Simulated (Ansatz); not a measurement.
Sb (A7 type, space group R-3m)

```
Sb
1.0
    2.16065     1.24745     3.67987
   -2.16065     1.24745     3.67987
    0.00000    -2.49490     3.67987
Sb
2
Direct
  0.23638   0.23638   0.23638
  0.76362   0.76362   0.76362
```

The slice is a (0001) plane (indices of the conventional cell) through the point (0.764, 0.764, 0.764) (fractional), spanned by u = [1 0 -1] and v = [-1 2 -1] in vectors of this cell: u (4.32 Å) and v (7.48 Å, at 90° to u). It covers one period; positions are fractions (u, v).

The numbers are results of PBE-D3(BJ) (plane waves to 420 eV, PAW, scalar-relativistic; Ansatz, a first-principles code), not measurements. k mesh 13×13×13. Near the nuclei the fields are pseudised (PAW); where an atom keeps semicore shells as valence, they peak there. Sb was relaxed with its symmetry unable to fall. Spin-orbit coupling is left out, though Sb is heavy.

### Question
Predict the map of the electrostatic potential energy of an electron, from the cell's mean on the slice.

### Answer
```
|xxxx =#@@@#= xxx|
|xxxx +%@@@%+ xxx|
|xxx -#%@@@%#- xx|
|   -*%@@@@@%*-  |
|--+*%@@@@@@@%*+-|
|*##%@@@@@@@@@%##|
|##%%@@@@@@@@@%%#|
|###%%%%###%%%%##|
|*##%#*+---+*#%##|
|*###*-     -*###|
|###*- xxxxx -*##|
|%%#+ xxxxxxx +#%|
|%%#= xxxxxxx =#%|
|@%#- xxxxxxx -#%|
|@@#= xxxxxxx =#@|
|@@%+ xxxxxxx +%@|
|@@%#- xxxxx -#%@|
|@@@%*-     -*%@@|
|@@@@%*+---+*%@@@|
|@@@@@%##*##%@@@@|
|@@@@@%%###%%@@@@|
|##%%%%#####%%%%#|
|--+*#%##*##%#*+-|
|   -*###*###*-  |
|xxx -*#####*- xx|
|xxxx +#%%%#+ xxx|
|xxxx =#%%%#= xxx|
|xxxx -#%@%#- xxx|
```
Scale: ten equal steps from -1.00 (start of ' ') to 7.07 (end of '@'), in the order ' .:-=+*#%@'. Values: electrostatic potential energy of an electron, from the cell's mean, in eV. The map has 16 points along u (one character each, u = 0 at the left) and 28 along v (v = 0 in the bottom row). Points within 1 Å of a nucleus are blanked (x), as the pseudised field means little there. Values under -1 eV are set to -1. The zero, the cell's mean, hangs on the PAW cores.
